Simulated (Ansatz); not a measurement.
Start of a relaxation, B put at a hollow Al-Ni-Al site (AlNi, Pm-3m (No. 221), (1 1 0) face):

```yaml
crystal:
  lattice:
    - [2.86217, 0.00000, 0.00000]
    - [0.00000, 4.04771, 0.00000]
    - [0.00000, 0.00000, 25.07157]
  atoms:
    - { symbol: Al, position: [0.00000, 0.50000, 0.33903] }
    - { symbol: Ni, position: [0.50000, 0.00000, 0.33903] }
    - { symbol: Al, position: [0.00000, 0.00000, 0.41975] }
    - { symbol: Ni, position: [0.50000, 0.50000, 0.41975] }
    - { symbol: Al, position: [0.00000, 0.50000, 0.50031] }
    - { symbol: Ni, position: [0.50000, 0.00000, 0.49925] }
    - { symbol: Al, position: [0.00000, 0.00000, 0.58376] }
    - { symbol: Ni, position: [0.50000, 0.50000, 0.57628] }
    - { symbol: B, position: [0.50000, 0.16667, 0.63960] }
```

These are results of Ansatz 0.2.0, DFT PBEsol, scalar-relativistic, plane waves, PAW, not measurements. Cutoff 420 eV; k points 10×7×1 on the computed 9-atom cell (Γ-centred); Gaussian smearing, width 0.10 eV; no spin polarisation. A dipole correction removes the field between periodic images along c.

Atoms 1, 2, 3, 4 (counted from 1) are held. The cell is fixed. Force threshold 0.03 eV/Å.

(1) Where does it end?

The end is the local minimum or symmetric point that this start leads to. The slab is only 6.1 Å thick, so the energy isn't converged with thickness.

## Answers

(1) The energy falls by 0.297 eV in 7 steps, to:

```xyz
9
Lattice="2.8622 0.0000 0.0000 0.0000 4.0477 0.0000 0.0000 0.0000 25.0716" Properties=species:S:1:pos:R:3 pbc="T T T"
Al    0.0000    2.0239    8.5000
Ni    1.4311    0.0000    8.5000
Al    0.0000    0.0000   10.5239
Ni    1.4311    2.0239   10.5239
Al    0.0000    2.1098   12.4882
Ni    1.4311    0.1073   12.6197
Al    0.0000    0.0207   14.7871
Ni    1.4311    2.1417   14.4330
B     1.4311    1.2329   16.0184
```

Cost: 1 run of about 4.1 core-minutes, on Intel Xeon Platinum 8375C (Ice Lake) (shared hosts).